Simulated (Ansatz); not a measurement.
**Sr$_{2}$ZnWF$_{6}$ in Ansatz, single run**

The input file (Ansatz 0.2.0, plane waves):

```yaml
crystal:
  lattice:
    - [0.0, 4.204981, 4.204981]
    - [4.204981, 0.0, 4.204981]
    - [4.204981, 4.204981, 0.0]
  atoms:
    - { symbol: Zn, position: [0.5, 0.5, 0.5] }
    - { symbol: W, position: [0.0, 0.0, 0.0] }
    - { symbol: F, position: [0.725, 0.275, 0.275] }
    - { symbol: F, position: [0.275, 0.725, 0.275] }
    - { symbol: F, position: [0.275, 0.725, 0.725] }
    - { symbol: F, position: [0.725, 0.275, 0.725] }
    - { symbol: F, position: [0.275, 0.275, 0.725] }
    - { symbol: F, position: [0.725, 0.725, 0.275] }
    - { symbol: Sr, position: [0.25, 0.25, 0.25] }
    - { symbol: Sr, position: [0.75, 0.75, 0.75] }
  symmetry: { tolerance: 0.0003 }
kpoints:
  mp_grid: { grid: [4, 4, 4], shift: [0, 0, 0] }
magnetization:
  spin_polarized: false
scf:
  occupations: { method: fermi_dirac }
  algorithm: direct_min
hamiltonian:
  pseudopotentials: { kind: paw }
  xc: pbe
basis:
  ecutwfc: 420
output:
  forces: true
  stress: true
  eigenvalues: true
```

The command:

```bash
ansatz run input.yaml --threads 1 --pin off --max-ram 2560MiB --backend cpu --events-out ev --progress --plain --runs-dir out
```

Origin of the cell: a known structure type with other elements, at an estimated volume, so it need not be a known compound.

The smearing width isn't typed, so it takes its default of 0.1 eV.

Output (shortened):

```
SCF iter   1: F=—  HF=-25643.382035 eV  Δρ=5.68e-3  dr2=2.98e-2
SCF iter   2: F=—  HF=-25643.387494 eV  Δρ=3.30e-3  dr2=1.18e-2  defer=2
SCF iter   3: F=—  HF=-25643.384490 eV  Δρ=1.10e-3  dr2=2.11e-3
SCF iter   4: F=—  HF=-25643.384121 eV  Δρ=8.13e-5  dr2=1.01e-5
SCF iter   5: F=—  HF=-25643.384117 eV  Δρ=2.10e-5  dr2=7.47e-7
SCF iter   6: F=-25643.384117 eV  HF=-25643.384117 eV  Δρ=2.63e-6  dr2=7.03e-9
SCF 1 converged in 6 iterations: F = -25643.384117 eV  dr2 = 7.03e-9
SCF converged after 6 iterations
Stability not checked: this state was not tested for a lower state beside it, because a direct minimisation reached the state, and no test of it is asked (direct_minimisation; see scf.lower_state_search)
Free energy (F): -25643.384117 eV
Harris-Foulkes:  -25643.384117 eV  (|F-HF|=6.67e-9)
Internal energy: -25643.099275 eV  (E = F + TS)
E sigma→0 (E₀):  -25643.241696 eV
Entropy (-TS):   -0.284842 eV (-28.484 meV/atom)
Fermi energy:    11.332660 eV
--- Per-component energies (eV) ---
  E_band       = -452.480650
  E_kinetic    = 2317.881119
  E_local      = -7880.845389  (includes V_loc(G=0)·N_el)
  E_nonlocal   = 1476.499598
  E_hartree    = 2937.895492
  E_xc         = -1227.238636
  E_vxc        = -1225.792034  (∫ρ·V_xc dr)
  E_paw        = -16993.315166  (= ΣΔE_a)
  E_vpaw       = -1016.026026  (= ΣTr[D̂ρ^β])
  E_aug_tail   = 0.011881  (compensation charges beyond the density's cutoff)
  E_ewald      = -6273.988175
  E_smearing   = -0.284842  (= −TS)
  Σ components = -25643.384117   (vs F -25643.384117, Δ=0.00e0)
--- Forces (eV/Å), atoms counted from 1 ---
  atom   1  Zn     0.000000     0.000000     0.000000
  atom   2  W      0.000000    -0.000000    -0.000000
  atom   3  F     -1.698490     0.000000    -0.000000
  atom   4  F     -0.000000    -1.698490     0.000000
  atom   5  F      1.698490    -0.000000     0.000000
  atom   6  F      0.000000     1.698490     0.000000
  atom   7  F      0.000000    -0.000000    -1.698490
  atom   8  F      0.000000     0.000000     1.698490
  atom   9  Sr     0.000000    -0.000000     0.000000
  atom  10  Sr    -0.000000    -0.000000    -0.000000
  max |Σ_I F_I| component: 8.83e-16 eV/Å
--- Stress (GPa, compression-positive) ---
        8.184286       0.000000      -0.000000
        0.000000       8.184286       0.000000
       -0.000000      -0.000000       8.184286
  P = ⅓ Tr σ = 8.1843 GPa (81.843 kbar)
```

Caveats: no moments, though an odd count or open d shells may carry them; no spin-orbit coupling, though heavy elements are present; the k mesh is coarse if the cell is a metal.

It ran for 20 s on 1 thread of Arm Neoverse V2, with other jobs on the host, peak memory 0.51 GiB, from the program's own first density.
